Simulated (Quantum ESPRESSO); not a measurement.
# Al4FO4N: finding a planted mistake in a log

Computed values, not a measurement. The program is pw.x of Quantum ESPRESSO 7.5 (plane-wave density functional theory). The cell is made up: 10 atoms on a corundum lattice, with randomly drawn elements, strain and displacements, not relaxed. PseudoDojo standard norm-conserving files (v0.5 for PBE, v0.4.1 for LDA and PBEsol) set the functional; there is no spin polarisation, spin-orbit coupling or dispersion term, and the masses in the input are unused placeholders.

Intended input:

```
&control calculation='scf', pseudo_dir='./dojo.nc.sr.pbe.v0_5.standard.upf', outdir='./o', disk_io='low', tprnfor=.true., tstress=.true. /
&system ibrav=0, nat=10, ntyp=4, nbnd=30, ecutwfc=84.00895049, nosym=.true., tot_charge=0,
 occupations='smearing', smearing='fd', degauss=0.0018374661
/
&electrons conv_thr=7.350e-09, electron_maxstep=60, /
ATOMIC_SPECIES
Al 1.0 Al.upf
F 1.0 F.upf
N 1.0 N.upf
O 1.0 O.upf
CELL_PARAMETERS angstrom
2.5122 1.3716 4.4082
-2.4643 1.42 4.3665
0.0658 -2.8422 4.4034
ATOMIC_POSITIONS angstrom
Al 0.0236 -0.0709 4.6149
Al 0.0002 0.0628 1.8107
Al 0.0834 0.0037 8.5189
Al 0.2896 -0.0295 11.3288
F -0.8643 1.3474 7.5705
O -0.6729 -1.3816 7.7028
O 1.7047 -0.0476 7.7128
N 0.9826 -1.472 5.4787
O 0.7613 1.3148 5.4931
O -1.7314 0.031 5.5082
K_POINTS automatic
5 5 5 1 1 1
```

The log is shortened where brackets say so; the opening notice, blank lines, dates and the lines on written files are dropped, and the path of the files is cut. It prints rydbergs, bohrs and kilobars, and counts compression as positive stress. Where no state is partly filled, the Fermi energy that it prints is only some level between the filled and the empty states on the mesh, and need not lie in the true gap.

Log of the intended run:

```
     Program PWSCF v.7.5
     Parallel version (MPI & OpenMP), running on       4 processor cores
     Number of MPI processes:                 4
     Threads/MPI process:                     1
     [start-up lines left out]
     bravais-lattice index     =            0
     lattice parameter (alat)  =       9.9322  a.u.
     unit-cell volume          =     625.0776 (a.u.)^3
     number of atoms/cell      =           10
     number of atomic types    =            4
     number of electrons       =        48.00
     number of Kohn-Sham states=           30
     kinetic-energy cutoff     =      84.0090  Ry
     charge density cutoff     =     336.0358  Ry
     scf convergence threshold =      7.3E-09
     mixing beta               =       0.7000
     number of iterations used =            8  plain     mixing
     Exchange-correlation= PBE
                           (   1   4   3   4   0   0   0)
     [axes and pseudopotential details left out]
   Cartesian axes
     site n.     atom                  positions (alat units)
         1        Al     tau(   1) = (   0.0044902  -0.0134896   0.8780390  )
         2        Al     tau(   2) = (   0.0000381   0.0119484   0.3445070  )
         3        Al     tau(   3) = (   0.0158678   0.0007040   1.6208209  )
         4        Al     tau(   4) = (   0.0550998  -0.0056127   2.1554374  )
         5        F      tau(   5) = (  -0.1644432   0.2563587   1.4403766  )
         6        O      tau(   6) = (  -0.1280271  -0.2628656   1.4655483  )
         7        O      tau(   7) = (   0.3243392  -0.0090565   1.4674509  )
         8        N      tau(   8) = (   0.1869512  -0.2800653   1.0423871  )
         9        O      tau(   9) = (   0.1448463   0.2501562   1.0451269  )
        10        O      tau(  10) = (  -0.3294192   0.0058981   1.0479998  )
     number of k points=    63  Fermi-Dirac smearing, width (Ry)=  0.0018
                       cart. coord. in units 2pi/alat
        k(    1) = (  -0.0009984   0.0004433   0.1196615), wk =   0.0320000
        k(    2) = (  -0.0040688  -0.2473260   0.1985041), wk =   0.0320000
     [further k points left out]
     Dense  grid:    65031 G-vectors     FFT dimensions: (  60,  60,  60)
     Estimated max dynamical RAM per process >     150.06 MB
     Estimated total dynamical RAM >     552.61 MB
     Initial potential from superposition of free atoms
     starting charge      47.9902, renormalised to      48.0000
     Starting wfcs are   40 randomized atomic wfcs
     total cpu time spent up to now is        2.3 secs
     per-process dynamical memory:   120.4 Mb
     Self-consistent Calculation
     iteration #  1     ecut=    84.01 Ry     beta= 0.70
     Davidson diagonalization with overlap
     ethr =  1.00E-02,  avg # of iterations =  3.2
     total cpu time spent up to now is        5.5 secs
     total energy              =    -220.74742028 Ry
     estimated scf accuracy    <       2.46659249 Ry
     iteration #  2     ecut=    84.01 Ry     beta= 0.70
     Davidson diagonalization with overlap
     ethr =  5.14E-03,  avg # of iterations =  2.3
     total cpu time spent up to now is        8.7 secs
     total energy              =    -221.37553272 Ry
     estimated scf accuracy    <       2.14192518 Ry
     [iterations 3 to 10 left out]
     iteration # 11     ecut=    84.01 Ry     beta= 0.70
     Davidson diagonalization with overlap
     ethr =  5.35E-10,  avg # of iterations =  3.0
     total cpu time spent up to now is       36.5 secs
     total energy              =    -221.80105926 Ry
     estimated scf accuracy    <       0.00000002 Ry
     iteration # 12     ecut=    84.01 Ry     beta= 0.70
     Davidson diagonalization with overlap
     ethr =  4.18E-11,  avg # of iterations =  2.0
     total cpu time spent up to now is       39.5 secs
     End of self-consistent calculation
     [lines on levels left out]
     the Fermi energy is    10.4799 ev
!    total energy              =    -221.80105926 Ry
     estimated scf accuracy    <          6.4E-09 Ry
     smearing contrib. (-TS)   =      -0.00000000 Ry
     internal energy E=F+TS    =    -221.80105926 Ry
     The total energy is F=E-TS. E is the sum of the following terms:
     one-electron contribution =     -46.03762528 Ry
     hartree contribution      =      56.97855015 Ry
     xc contribution           =     -60.32257260 Ry
     ewald contribution        =    -172.41941153 Ry
     convergence has been achieved in  12 iterations
     Forces acting on atoms (cartesian axes, Ry/au):
     atom    1 type  1   force =    -0.04067691   -0.03624568    0.10895131
     atom    2 type  1   force =    -0.06700016   -0.00807351   -0.05324720
     atom    3 type  1   force =    -0.02563959   -0.04386717    0.13343066
     atom    4 type  1   force =    -0.12082777    0.06525939   -0.13472368
     atom    5 type  2   force =     0.01773492    0.01487980    0.02766431
     atom    6 type  4   force =     0.02349507   -0.13518519   -0.03371690
     atom    7 type  4   force =     0.05261801    0.09012671    0.02023967
     atom    8 type  3   force =     0.07117587    0.06765746   -0.04891860
     atom    9 type  4   force =     0.03977097    0.09865630    0.02954443
     atom   10 type  4   force =     0.04934958   -0.11320811   -0.04922402
     Total force =     0.392539     Total SCF correction =     0.000036
     Computing stress (Cartesian axis) and pressure
          total   stress  (Ry/bohr**3)                   (kbar)     P=        4.92
  -0.00001577   0.00018526  -0.00003451           -2.32       27.25       -5.08
   0.00018526   0.00003446  -0.00010151           27.25        5.07      -14.93
  -0.00003451  -0.00010151   0.00008160           -5.08      -14.93       12.00
     init_run     :      2.15s CPU      2.22s WALL (       1 calls)
     electrons    :     37.04s CPU     37.19s WALL (       1 calls)
     forces       :      0.59s CPU      0.60s WALL (       1 calls)
     stress       :      1.93s CPU      1.93s WALL (       1 calls)
     [timing details left out]
     PWSCF        :     41.78s CPU     42.02s WALL
     JOB DONE.
```

A second run was made from an input with one planted mistake. Its log:

```
     Program PWSCF v.7.5
     Parallel version (MPI & OpenMP), running on       4 processor cores
     Number of MPI processes:                 4
     Threads/MPI process:                     1
     [start-up lines left out]
     bravais-lattice index     =            0
     lattice parameter (alat)  =       9.9322  a.u.
     unit-cell volume          =     625.0776 (a.u.)^3
     number of atoms/cell      =           10
     number of atomic types    =            4
     number of electrons       =        48.00
     number of Kohn-Sham states=           30
     kinetic-energy cutoff     =      84.0090  Ry
     charge density cutoff     =     336.0358  Ry
     scf convergence threshold =      2.9E-03
     mixing beta               =       0.7000
     number of iterations used =            8  plain     mixing
     Exchange-correlation= PBE
                           (   1   4   3   4   0   0   0)
     [axes and pseudopotential details left out]
   Cartesian axes
     site n.     atom                  positions (alat units)
         1        Al     tau(   1) = (   0.0044902  -0.0134896   0.8780390  )
         2        Al     tau(   2) = (   0.0000381   0.0119484   0.3445070  )
         3        Al     tau(   3) = (   0.0158678   0.0007040   1.6208209  )
         4        Al     tau(   4) = (   0.0550998  -0.0056127   2.1554374  )
         5        F      tau(   5) = (  -0.1644432   0.2563587   1.4403766  )
         6        O      tau(   6) = (  -0.1280271  -0.2628656   1.4655483  )
         7        O      tau(   7) = (   0.3243392  -0.0090565   1.4674509  )
         8        N      tau(   8) = (   0.1869512  -0.2800653   1.0423871  )
         9        O      tau(   9) = (   0.1448463   0.2501562   1.0451269  )
        10        O      tau(  10) = (  -0.3294192   0.0058981   1.0479998  )
     number of k points=    63  Fermi-Dirac smearing, width (Ry)=  0.0018
                       cart. coord. in units 2pi/alat
        k(    1) = (  -0.0009984   0.0004433   0.1196615), wk =   0.0320000
        k(    2) = (  -0.0040688  -0.2473260   0.1985041), wk =   0.0320000
     [further k points left out]
     Dense  grid:    65031 G-vectors     FFT dimensions: (  60,  60,  60)
     Estimated max dynamical RAM per process >     150.06 MB
     Estimated total dynamical RAM >     552.61 MB
     Initial potential from superposition of free atoms
     starting charge      47.9902, renormalised to      48.0000
     Starting wfcs are   40 randomized atomic wfcs
     total cpu time spent up to now is        2.3 secs
     per-process dynamical memory:   120.4 Mb
     Self-consistent Calculation
     iteration #  1     ecut=    84.01 Ry     beta= 0.70
     Davidson diagonalization with overlap
     ethr =  1.00E-02,  avg # of iterations =  3.2
     total cpu time spent up to now is        5.6 secs
     total energy              =    -220.74742028 Ry
     estimated scf accuracy    <       2.46659249 Ry
     iteration #  2     ecut=    84.01 Ry     beta= 0.70
     Davidson diagonalization with overlap
     ethr =  5.14E-03,  avg # of iterations =  2.3
     total cpu time spent up to now is        8.8 secs
     total energy              =    -221.37553272 Ry
     estimated scf accuracy    <       2.14192518 Ry
     iteration #  3     ecut=    84.01 Ry     beta= 0.70
     Davidson diagonalization with overlap
     ethr =  4.46E-03,  avg # of iterations =  2.0
     total cpu time spent up to now is       11.6 secs
     total energy              =    -221.77645520 Ry
     estimated scf accuracy    <       0.06639915 Ry
     iteration #  4     ecut=    84.01 Ry     beta= 0.70
     Davidson diagonalization with overlap
     ethr =  1.38E-04,  avg # of iterations =  6.7
     total cpu time spent up to now is       15.3 secs
     total energy              =    -221.80014499 Ry
     estimated scf accuracy    <       0.00615135 Ry
     iteration #  5     ecut=    84.01 Ry     beta= 0.70
     Davidson diagonalization with overlap
     ethr =  1.28E-05,  avg # of iterations =  8.3
     total cpu time spent up to now is       19.4 secs
     End of self-consistent calculation
     [lines on levels left out]
     the Fermi energy is    10.4215 ev
!    total energy              =    -221.80029399 Ry
     estimated scf accuracy    <       0.00164114 Ry
     smearing contrib. (-TS)   =      -0.00000000 Ry
     internal energy E=F+TS    =    -221.80029399 Ry
     The total energy is F=E-TS. E is the sum of the following terms:
     one-electron contribution =     -46.24063824 Ry
     hartree contribution      =      57.24655756 Ry
     xc contribution           =     -60.38680179 Ry
     ewald contribution        =    -172.41941153 Ry
     convergence has been achieved in   5 iterations
     Forces acting on atoms (cartesian axes, Ry/au):
     atom    1 type  1   force =    -0.04113153   -0.03698992    0.11196905
     atom    2 type  1   force =    -0.06708983   -0.00709516   -0.05654150
     atom    3 type  1   force =    -0.02512091   -0.04527325    0.13469502
     atom    4 type  1   force =    -0.11966230    0.06647720   -0.13603882
     atom    5 type  2   force =     0.01792869    0.01483471    0.02763928
     atom    6 type  4   force =     0.02314483   -0.13485541   -0.03367326
     atom    7 type  4   force =     0.05240783    0.09027829    0.02052764
     atom    8 type  3   force =     0.07097127    0.06720951   -0.04925443
     atom    9 type  4   force =     0.03935692    0.09859770    0.03007487
     atom   10 type  4   force =     0.04919502   -0.11318367   -0.04939786
     Total force =     0.394612     Total SCF correction =     0.031349
     Computing stress (Cartesian axis) and pressure
          total   stress  (Ry/bohr**3)                   (kbar)     P=       42.11
   0.00022776   0.00018439  -0.00003670           33.50       27.12       -5.40
   0.00018439   0.00029370  -0.00009870           27.12       43.20      -14.52
  -0.00003670  -0.00009870   0.00033737           -5.40      -14.52       49.63
     init_run     :      2.18s CPU      2.25s WALL (       1 calls)
     electrons    :     17.01s CPU     17.11s WALL (       1 calls)
     forces       :      0.59s CPU      0.60s WALL (       1 calls)
     stress       :      1.94s CPU      1.94s WALL (       1 calls)
     [timing details left out]
     PWSCF        :     21.78s CPU     21.97s WALL
     JOB DONE.
```

Question: what was wrong in the second input?

Answer: the self-consistency threshold is too loose. The input lines that differ, file-writing options aside:

```
- &electrons conv_thr=7.350e-09, electron_maxstep=60, /
+ &electrons conv_thr=2.940e-03, electron_maxstep=60, /
```

|  | intended run | run with the mistake |
| --- | --- | --- |
| free energy (eV) | -3017.757 | -3017.747 |
| smearing term -TS (eV) | 0.0000 | 0.0000 |
| pressure (GPa) | 0.49 | 4.21 |
| largest force component (eV/Å) | 3.476 | 3.498 |
| largest change of a force component (eV/Å) |  | 0.085 |
| iterations | 12 | 5 |

For scale, a rerun of the intended cell at a cutoff of 1437 eV and k mesh 7 x 7 x 7 moved values by no more than 0.003 eV in energy, 0.02 GPa in stress and 0.002 eV/Å in force.